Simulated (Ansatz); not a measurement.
## Zn2As, all-electron reference calculation

Cell: artificial Zn2As built from the CdI2 structure and then distorted, expanded.

PBE, LAPW, all electrons in Ansatz, scalar-relativistic, point nuclei. 3×3×1 Γ-centred k-points (coarse, not zone-converged), Fermi–Dirac occupations at kT = 0.15 eV. For a metal, stress, forces and moments on so few k-points can be far from the converged ones. No spin polarisation. The cell's electron count is odd, so a run with spin could end lower. Atoms are numbered as listed.

Lattice vectors (Å):
```
 3.8516 -0.0165 -0.0768
-1.9401  3.2395  0.0582
-0.1255  0.0372  6.5040
```

```
atom       x       y  z (fractional)
 As1  0.8281  0.4994          0.2372
 Zn2  0.1682  0.0745          0.4945
 Zn3  0.4281  0.7650          0.0226
```

Problem. Give the forces on the atoms and the pressure.

Solution. 
Forces (eV/Å): As1 (-0.355, -0.220, -0.216); Zn2 (0.051, 0.099, 0.632); Zn3 (0.303, 0.121, -0.416).

Stress xx yy zz yz xz xy in GPa, positive in compression: -3.07 -3.11 -3.48 0.26 -1.01 0.57.

The all-electron E − TS, for this scheme is -159269.426 eV. The pressure is -3.22 GPa. The largest force is 0.641 eV/Å.

Problem. The same cell and mesh under r2SCAN by all-electron PAW datasets generated for the cell without frozen cores, scalar-relativistic, point nucleus: what changes?

Solution. Beside PBE, the pressure falls by 1.98 GPa to -5.20 GPa, and the forces move by 0.154 eV/Å (r.m.s. over the atoms).

Forces in eV/Å:
```
As1  -0.365 -0.160 -0.245
Zn2   0.076  0.049  0.469
Zn3   0.289  0.110 -0.224
```

Problem. What does LDA (PW92) by all-electron full-potential LAPW, scalar-relativistic, point nucleus give for this geometry?

Solution. Compared with PBE, the pressure falls by 3.34 GPa to -6.56 GPa, and the forces move by 0.329 eV/Å (r.m.s. over the atoms).

Forces (eV/Å): As1 (-0.330, -0.098, -0.277); Zn2 (0.061, 0.023, 0.278); Zn3 (0.269, 0.074, -0.001).
